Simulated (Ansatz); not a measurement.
Problem. Zr (hcp (Mg type), P6_3/mmc) is relaxed with DFT-r²SCAN in the program Ansatz with PAW potentials. What lattice parameters of the conventional cell result?

Solution. a = 3.246 Å, c = 5.152 Å.

Symmetry was held in the r²SCAN relaxation; of distortions, only those at the zone centre were tested. The run is not spin-polarised. Axis ratios of metals converge slowly with the k-mesh, so a and c are less sure than the volume.

Potentials: the earlier of the program's two PAW sets.
